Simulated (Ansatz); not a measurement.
Te (trigonal-Te type, space group P3_121)

```xyz
3
Lattice="4.6235 0.0000 0.0000 -2.3118 4.0041 0.0000 0.0000 0.0000 5.9044" Properties=species:S:1:pos:R:3 pbc="T T T"
Te     1.1718     0.0000     1.9681
Te    -0.5859     1.0148     3.9362
Te     1.7259     2.9893     0.0000
```

In each cell atom 2 (Te, nearest neighbour Te at 2.827 Å; its periodic images, 4.6 Å or more away, move with it) moves by s·(0.707, 0.707, 0.000) (along Cartesian [110]), the rest being held.

The numbers are results of r2SCAN (plane waves to 500 eV, PAW, scalar-relativistic; Ansatz, a quantum-chemistry and plane-wave program), not measurements. k mesh 7×7×5 (Γ-centred), Fermi-Dirac smearing 0.05 eV. Energies are smeared free energies. Spin-orbit coupling is left out, though Te is heavy. Te was relaxed with its symmetry unable to fall. The PAW data are Ansatz's earlier set. The zero of ΔE is the undisplaced structure.

```tsv
s (Å)	ΔE (meV/cell)
-0.280	108.5
-0.224	69.2
-0.168	38.7
-0.112	withheld
-0.056	4.2
0.000	0.0
0.056	4.2
0.112	16.6
0.168	36.8
0.224	64.5
0.280	99.2
```

Question: Fit a polynomial form (powers 2, 3, 4) to the given rows and predict ΔE at s = -0.112.

Answer: Least squares on the 10 given rows: ΔE = (1346)·s² + (-210.8)·s³ + (-269.6)·s⁴, in meV/cell with s in Å; root-mean-square residual 0.04 meV/cell. At -0.112 the fit gives 17.1 meV/cell; the calculation gives 17.1 meV/cell, the same to the digits shown. The quadratic term alone would give 16.9 meV/cell.

(A displaced cell: forces are minus the slopes of the energy, force constants its curvatures, and phonons follow from these.)
